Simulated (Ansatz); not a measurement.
SrTiO₃ (cubic perovskite), relaxed with HSE06 (Ansatz, an electronic-structure program, plane waves, PAW): a = b = c = 3.895 Å, α = β = γ = 90.00°.

- gap (eV) = 3.36
- B₀ by P(V) fit (GPa) = 194

**Question.** The same phase is relaxed and computed with PBEsol in the same code. What are the cell and these values now?

**Answer.** a = b = c = 3.8914 Å, α = β = γ = 90.00°.

- gap (eV) = 1.86
- B₀ by P(V) fit (GPa) = 186

Unstable at this level: SrTiO3, cubic perovskite with PBEsol. All cells were relaxed under the symmetry of their starts (and spin orders); stability against distortions was not tested throughout. Named crystals with no word on spin ran without spin polarisation. Spin–orbit coupling is left out wherever it is not named.

Potentials: the earlier of the program's two PAW sets. The files were generated under PBE; for other functionals the program regenerates the frozen cores, and for LDA and PBEsol the local potential too.

Ansatz is a plane-wave DFT program.
